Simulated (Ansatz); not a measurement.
Cu$_{3}$Ge:
```
CELL_PARAMETERS angstrom
      4.15764     0.00000     0.00000
      0.00000     5.21767     0.00000
      0.00000     0.00000     4.50516
ATOMIC_POSITIONS crystal
  Cu 0.00000 0.50000 0.16604
  Cu 0.50000 0.00000 0.83396
  Cu 0.50000 0.24846 0.33669
  Cu 0.50000 0.75154 0.33669
  Cu 0.00000 0.25154 0.66331
  Cu 0.00000 0.74846 0.66331
  Ge 0.50000 0.50000 0.82728
  Ge 0.00000 0.00000 0.17272
```

Relaxed with PBEsol. Special points in fractions of this cell's reciprocal vectors: Γ (0.000, 0.000, 0.000); X (0.500, 0.000, 0.000); S (0.500, 0.500, 0.000); Y (0.000, 0.500, 0.000); Z (0.000, 0.000, 0.500); U (0.500, 0.000, 0.500); R (0.500, 0.500, 0.500); T (0.000, 0.500, 0.500).

List the band energies nearest the Fermi level at these points for DFT-PBEsol in the program Ansatz with PAW potentials.

In eV from the Fermi level; about four levels below and three above (degenerate sets whole), none deeper than 8.9 eV; points with the same levels are listed once.

```json
[
 {"k": "Γ", "below": "-2.18 -1.93 -1.55 -0.81", "above": "0.70 1.30 1.69"},
 {"k": "X", "below": "-1.52 -1.52 -1.10 -1.10", "above": "1.63 1.63 4.62 4.62"},
 {"k": "S", "below": "-2.34 -2.34 -2.30 -2.30", "above": "0.07 0.07 0.38 0.38"},
 {"k": "Y", "below": "-0.30 -0.30 -0.27 -0.27", "above": "1.33 1.33 2.95 2.95"},
 {"k": "Z", "below": "-1.87 -1.60 -1.52 -0.58", "above": "0.21 0.27 0.96"},
 {"k": "U", "below": "-1.89 -1.89 -1.76 -1.76", "above": "0.92 0.92 2.57 2.57"},
 {"k": "R", "below": "-2.10 -2.10 -2.06 -2.06", "above": "5.25 5.25 5.38 5.38"},
 {"k": "T", "below": "-2.41 -2.41 -2.28 -2.28", "above": "0.84 0.84 1.23 1.23"}
]
```

Space group Pmmn. The workflow started from a Materials Project entry (that database holds measured and hypothetical structures alike); the Crystallography Open Database copy checked does not list it. Its standing as an ambient phase is unchecked. The PBEsol relaxation kept the symmetry of its start; its stability against distortions is not shown here. No spin polarisation was allowed. Scalar-relativistic: spin–orbit coupling is off unless named, which matters more the heavier the elements.

Potentials: the later of the program's two PAW sets.
